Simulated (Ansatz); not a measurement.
A relaxation computed with Ansatz, from input to last step.

```yaml
crystal:
  lattice:
    - [6.5256454834, 0.0, 0.0]
    - [0.0, 6.5256454834, 0.0]
    - [0.0, 0.0, 3.7441336702]
  atoms:
    - { symbol: Ca, position: [0.0, 0.0, 0.0] }
    - { symbol: Ca, position: [0.5, 0.5, 0.0] }
    - { symbol: Sc, position: [0.17836, 0.67836, 0.5] }
    - { symbol: Sc, position: [0.32164, 0.17836, 0.5] }
    - { symbol: Sc, position: [0.82164, 0.32164, 0.5] }
    - { symbol: Sc, position: [0.67836, 0.82164, 0.5] }
    - { symbol: "N", position: [0.37868, 0.87868, 0.0] }
    - { symbol: "N", position: [0.12132, 0.37868, 0.0] }
    - { symbol: "N", position: [0.62132, 0.12132, 0.0] }
    - { symbol: "N", position: [0.87868, 0.62132, 0.0] }
basis:
  ecutwfc: 420
kpoints:
  mp_grid: { grid: [4, 4, 4] }
hamiltonian:
  xc: pbe
scf:
  occupations: { method: gaussian, width: 0.1 }
  lower_state_search: "off"
output:
  forces: true
  stress: true
  eigenvalues: true
relax:
  adjacent_minimum: "off"
  f_tol: 0.04
  max_steps: 70
  cell: { stress_tol: 0.4 }
```

```bash
ansatz run input.yaml --threads 1 --pin off --max-ram 2560MiB --backend cpu --events-out ev --progress --plain --runs-dir out
```

Level of theory: DFT PBE, scalar-relativistic, plane waves, PAW (Ansatz).

Of 8 frames 7 are shown, positions in Å and forces in eV/Å; the SCF threshold varies from step to step. Steps run on the plane waves of an earlier cell, with a Pulay correction in the pressure. The basis is chosen afresh for the last frame, the zero of the energies, and at times for earlier ones too; energy and pressure can step there, also at an unchanged geometry. Where two frames share a geometry here, they differ by under 2 meV/atom and 0.3 GPa.

```xyz
10
Lattice="6.5256 0.0000 0.0000 0.0000 6.5256 0.0000 0.0000 0.0000 3.7441" Properties=species:S:1:pos:R:3:forces:R:3 pbc="T T T" step=1 free_energy_over_end_meV_per_atom=507.83 pressure_GPa=-11.98
Ca    0.0000    0.0000    0.0000    0.0000    0.0000    0.0000
Ca    3.2628    3.2628    0.0000    0.0000    0.0000    0.0000
Sc    1.1639    4.4267    1.8721   -0.6280   -0.6280    0.0000
Sc    2.0989    1.1639    1.8721    0.6280   -0.6280    0.0000
Sc    5.3617    2.0989    1.8721    0.6280    0.6280    0.0000
Sc    4.4267    5.3617    1.8721   -0.6280    0.6280    0.0000
N     2.4711    5.7340    0.0000   -2.2209   -2.2209    0.0000
N     0.7917    2.4711    0.0000    2.2209   -2.2209    0.0000
N     4.0545    0.7917    0.0000    2.2209    2.2209    0.0000
N     5.7340    4.0545    0.0000   -2.2209    2.2209    0.0000
10
Lattice="6.4547 0.0000 0.0000 0.0000 6.4547 0.0000 0.0000 0.0000 3.5575" Properties=species:S:1:pos:R:3:forces:R:3 pbc="T T T" step=2 free_energy_over_end_meV_per_atom=201.84 pressure_GPa=-8.43
Ca    0.0000    0.0000    0.0000    0.0000    0.0000    0.0000
Ca    3.2274    3.2274    0.0000    0.0000    0.0000    0.0000
Sc    1.1014    4.3287    1.7787   -0.4372   -0.4372    0.0000
Sc    2.1260    1.1014    1.7787    0.4372   -0.4372    0.0000
Sc    5.3534    2.1260    1.7787    0.4372    0.4372    0.0000
Sc    4.3287    5.3534    1.7787   -0.4372    0.4372    0.0000
N     2.3415    5.5688    0.0000   -1.5451   -1.5451    0.0000
N     0.8859    2.3415    0.0000    1.5451   -1.5451    0.0000
N     4.1133    0.8859    0.0000    1.5451    1.5451    0.0000
N     5.5688    4.1133    0.0000   -1.5451    1.5451    0.0000
10
Lattice="6.4317 0.0000 0.0000 0.0000 6.4317 0.0000 0.0000 0.0000 3.3742" Properties=species:S:1:pos:R:3:forces:R:3 pbc="T T T" step=3 free_energy_over_end_meV_per_atom=39.44 pressure_GPa=-3.16
Ca    0.0000    0.0000    0.0000    0.0000    0.0000    0.0000
Ca    3.2159    3.2159    0.0000    0.0000    0.0000    0.0000
Sc    1.0659    4.2818    1.6871   -0.3109   -0.3109    0.0000
Sc    2.1499    1.0659    1.6871    0.3109   -0.3109    0.0000
Sc    5.3658    2.1499    1.6871    0.3109    0.3109    0.0000
Sc    4.2818    5.3658    1.6871   -0.3109    0.3109    0.0000
N     2.2432    5.4590    0.0000   -0.7056   -0.7056    0.0000
N     0.9727    2.2432    0.0000    0.7056   -0.7056    0.0000
N     4.1885    0.9727    0.0000    0.7056    0.7056    0.0000
N     5.4590    4.1885    0.0000   -0.7056    0.7056    0.0000
10
Lattice="6.4698 0.0000 0.0000 0.0000 6.4698 0.0000 0.0000 0.0000 3.2473" Properties=species:S:1:pos:R:3:forces:R:3 pbc="T T T" step=4 free_energy_over_end_meV_per_atom=-0.96 pressure_GPa=0.30
Ca    0.0000    0.0000    0.0000    0.0000    0.0000    0.0000
Ca    3.2349    3.2349    0.0000    0.0000    0.0000    0.0000
Sc    1.0207    4.2556    1.6237    0.0192    0.0192    0.0000
Sc    2.2142    1.0207    1.6237   -0.0192    0.0192    0.0000
Sc    5.4491    2.2142    1.6237   -0.0192   -0.0192    0.0000
Sc    4.2556    5.4491    1.6237    0.0192   -0.0192    0.0000
N     2.1686    5.4035    0.0000    0.0518    0.0518    0.0000
N     1.0663    2.1686    0.0000   -0.0518    0.0518    0.0000
N     4.3012    1.0663    0.0000   -0.0518   -0.0518    0.0000
N     5.4035    4.3012    0.0000    0.0518   -0.0518    0.0000
10
Lattice="6.4544 0.0000 0.0000 0.0000 6.4544 0.0000 0.0000 0.0000 3.2692" Properties=species:S:1:pos:R:3:forces:R:3 pbc="T T T" step=5 free_energy_over_end_meV_per_atom=-1.45 pressure_GPa=0.08
Ca    0.0000    0.0000    0.0000    0.0000    0.0000    0.0000
Ca    3.2272    3.2272    0.0000    0.0000    0.0000    0.0000
Sc    1.0217    4.2489    1.6346    0.0158    0.0158    0.0000
Sc    2.2055    1.0217    1.6346   -0.0158    0.0158    0.0000
Sc    5.4327    2.2055    1.6346   -0.0158   -0.0158    0.0000
Sc    4.2489    5.4327    1.6346    0.0158   -0.0158    0.0000
N     2.1690    5.3962    0.0000    0.0095    0.0095    0.0000
N     1.0582    2.1690    0.0000   -0.0095    0.0095    0.0000
N     4.2854    1.0582    0.0000   -0.0095   -0.0095    0.0000
N     5.3962    4.2854    0.0000    0.0095   -0.0095    0.0000
10
Lattice="6.4544 0.0000 0.0000 0.0000 6.4544 0.0000 0.0000 0.0000 3.2692" Properties=species:S:1:pos:R:3:forces:R:3 pbc="T T T" step=6 free_energy_over_end_meV_per_atom=0.07 pressure_GPa=-0.12
Ca    0.0000    0.0000    0.0000    0.0000    0.0000    0.0000
Ca    3.2272    3.2272    0.0000    0.0000    0.0000    0.0000
Sc    1.0217    4.2489    1.6346    0.0160    0.0160    0.0000
Sc    2.2055    1.0217    1.6346   -0.0160    0.0160    0.0000
Sc    5.4327    2.2055    1.6346   -0.0160   -0.0160    0.0000
Sc    4.2489    5.4327    1.6346    0.0160   -0.0160    0.0000
N     2.1690    5.3962    0.0000    0.0092    0.0092    0.0000
N     1.0582    2.1690    0.0000   -0.0092    0.0092    0.0000
N     4.2854    1.0582    0.0000   -0.0092   -0.0092    0.0000
N     5.3962    4.2854    0.0000    0.0092   -0.0092    0.0000
10
Lattice="6.4545 0.0000 0.0000 0.0000 6.4545 0.0000 0.0000 0.0000 3.2618" Properties=species:S:1:pos:R:3:forces:R:3 pbc="T T T" step=8 free_energy_over_end_meV_per_atom=0.00 pressure_GPa=0.11
Ca    0.0000    0.0000    0.0000    0.0000    0.0000    0.0000
Ca    3.2272    3.2272    0.0000    0.0000    0.0000    0.0000
Sc    1.0232    4.2505    1.6309   -0.0113   -0.0113    0.0000
Sc    2.2040    1.0232    1.6309    0.0113   -0.0113    0.0000
Sc    5.4312    2.2040    1.6309    0.0113    0.0113    0.0000
Sc    4.2505    5.4312    1.6309   -0.0113    0.0113    0.0000
N     2.1708    5.3981    0.0000    0.0020    0.0020    0.0000
N     1.0564    2.1708    0.0000   -0.0020    0.0020    0.0000
N     4.2836    1.0564    0.0000   -0.0020   -0.0020    0.0000
N     5.3981    4.2836    0.0000    0.0020   -0.0020    0.0000
```

The start puts this composition into another compound's structure type, which needn't suit it. At the end the space group is P4/mbm (tolerance 0.05 Å).

Time: 2.6 min on 1 thread of Arm Neoverse N1, on a shared host, peak memory 0.46 GiB.

The k mesh is coarse.